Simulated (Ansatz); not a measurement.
CoSn:
```yaml
crystal:
  lattice:
    - [5.17216, 0.00000, 0.00000]
    - [-2.58608, 4.47923, 0.00000]
    - [0.00000, 0.00000, 4.12542]
  atoms:
    - { symbol: Co, position: [0.00000, 0.50000, 0.00000] }
    - { symbol: Co, position: [0.50000, 0.00000, 0.00000] }
    - { symbol: Co, position: [0.50000, 0.50000, 0.00000] }
    - { symbol: Sn, position: [0.66667, 0.33333, 0.50000] }
    - { symbol: Sn, position: [0.33333, 0.66667, 0.50000] }
    - { symbol: Sn, position: [0.00000, 0.00000, 0.00000] }
```

Relaxed with LDA. Special points in fractions of this cell's reciprocal vectors: Γ (0.000, 0.000, 0.000); M (0.500, 0.000, 0.000); K (0.333, 0.333, 0.000); A (0.000, 0.000, 0.500); L (0.500, 0.000, 0.500); H (0.333, 0.333, 0.500).

Problem. List the band energies nearest the Fermi level at these points for LDA in the plane-wave PAW code Ansatz.

Solution. In eV from the Fermi level; about four levels below and three above (degenerate sets whole), none deeper than 8.9 eV; points with the same levels are listed once.

| k | below | above |
|---|---|---|
| Γ | -0.47 -0.47 -0.44 -0.44 | 0.53 0.71 1.48 1.48 |
| M | -1.02 -0.69 -0.47 -0.45 | 0.76 1.10 1.82 |
| K | -1.06 -1.06 -0.64 -0.19 | 1.17 1.45 1.45 |
| A | -0.53 -0.53 -0.42 -0.42 -0.24 | 0.53 1.49 1.83 |
| L | -0.54 -0.46 -0.45 -0.12 | 0.43 1.35 4.21 |
| H | -0.66 -0.66 -0.52 -0.13 | 1.30 3.64 3.64 |

Space group P6/mmm. Symmetry was held in the LDA relaxation; of distortions, only those at the zone centre were tested. No spin polarisation was allowed. Spin–orbit coupling is left out wherever it is not named.

Potentials: the later of the program's two PAW sets.
